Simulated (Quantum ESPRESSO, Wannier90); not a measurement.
# BeSe (zinc blende): Wannier90 run

```xyz
2
Lattice="0.0000 2.5840 2.5840 2.5840 0.0000 2.5840 2.5840 2.5840 0.0000" Properties=species:S:1:pos:R:3 pbc="T T T"
Be     0.0000     0.0000     0.0000
Se    -1.2920    -1.2920    -1.2920
```

Cell from Materials Project (mp-1541), symmetrised, no further relaxation. COD (Crystallography Open Database) has an entry of this formula and space group (matched by these alone). Level: LDA, no spin polarisation, no spin-orbit coupling; pw.x of Quantum ESPRESSO at 71 Ry with PseudoDojo potentials, 10×10×10 k-points, Wannier90. Density: 10×10×10 mesh, cold smearing 0.01 Ry. Spin-orbit coupling, left out, would split the p-like bands by a few tenths of an eV.

A tight-binding model is made by disentanglement and projection with no localisation steps (num_iter = 0), so the 8 orbitals stay atom-like: hydrogen-like Be: s;p; Se: s;p, axes along x, y, z; frozen window up to 4.02 eV relative to the valence-band maximum. It follows pw.x to 7.8 meV rms for states up to 3.5 eV relative to the valence-band maximum. Matrix elements depend on this choice of orbitals and windows.

What are the on-site energies relative to the valence-band maximum, and how fast do the hoppings decay?


```
atom  orbitals  energy (eV)
----  --------  -----------
Be1          s         2.73
Be1   pz px py         4.70
Se2          s        -9.64
Se2   pz px py         0.68
```

```tsv
distance of the centres (Å)	largest modulus (eV)
2–3	1.8
3–4	0.54
4–5	0.065
5–6	0.094
6–7	0.020
7–8	0.023
8–9	0.0079
9–10	0.0077
10–11	0.0066
11–12	0.0034
12–13	0.0040
```
